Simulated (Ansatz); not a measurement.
Polymorphs of CeO2, each relaxed with PBEsol in the plane-wave PAW code Ansatz:

A: rutile (P4_2/mnm)
a = b = 5.076 Å, c = 3.603 Å, α = β = γ = 90.00°

| atom | site | symmetry | x | y | z |
|---|---|---|---|---|---|
| Ce | 2a | m.mm | 0.0000 | 0.0000 | 0.0000 |
| O | 4f | m.2m | 0.3130 | 0.3130 | 0.0000 |

B: fluorite (Fm-3m)
a = b = c = 5.3981 Å, α = β = γ = 90.00°

```csv
atom,site,symmetry,x,y,z
Ce,4a,m-3m,0.0000,0.0000,0.0000
O,8c,-43m,0.2500,0.2500,0.2500
```

Problem. Order them by energy per atom at 0 K (lowest first) at the level PBEsol.

Solution. B (+0 meV/atom), A (+177 meV/atom)

Problem. Give each one's gap.

Solution. A 2.12 eV; B 1.98 eV.

Caveat: open 4f shells can settle in a state that is not the lowest. Not the usual ambient phase: A. All cells were relaxed under the symmetry of their starts (and spin orders); stability against distortions was not tested throughout. Rows with no word on spin ran without spin polarisation. No Hubbard U is applied. Spin–orbit coupling is left out wherever it is not named.

Energies hold the estimated change up to a 700 eV cutoff; steps of a few meV lie near the error of the meshes.

Potentials: the later of the program's two PAW sets.
